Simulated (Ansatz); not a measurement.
**Property card for Zr$_{2}$CN**

Zr2CN:
```xyz
4
Lattice="1.6438 0.9490 5.3745 -1.6438 0.9490 5.3745 0.0000 -1.8981 5.3745" Properties=species:S:1:pos:R:3 pbc="T T T"
Zr     0.0000     0.0000    12.0778
Zr     0.0000     0.0000     4.0458
C      0.0000     0.0000     0.0000
N      0.0000     0.0000     8.0618
```

Space group R-3m (No. 166); conventional cell a = b = 3.288 Å, c = 16.124 Å, α = β = 90.00°, γ = 120.00°.

Method: DFT-r²SCAN in the program Ansatz with PAW potentials. Geometry: relaxed at this level of theory. Other levels are named where they apply.

**Cell and energy**

- Volume per atom: 12.58 Å³
- Density: 6.88 g/cm³
- Formation energy from the elements (no fitted shifts): -1.53 eV/atom

**Electronic structure**

Electronic character: metallic (no gap)
Density of states at the Fermi level: 0.25 states/eV per atom (mean over ±0.08 eV)

The workflow started from a Materials Project entry (that database holds measured and hypothetical structures alike); the Crystallography Open Database copy checked does not list it. Whether it is the stable phase at ambient conditions was not checked. The cell was relaxed with r²SCAN under the symmetry of its start; whether a distortion lowers the energy is not shown. The run is not spin-polarised. With an odd number of electrons in the cell and no spin polarisation, the count alone makes it a metal. The references are the lowest solids computed at this level, not always the standard phases (solids in place of the gases). Scalar-relativistic: spin–orbit coupling is off unless named, which matters more the heavier the elements.

Potentials: the later of the program's two PAW sets.
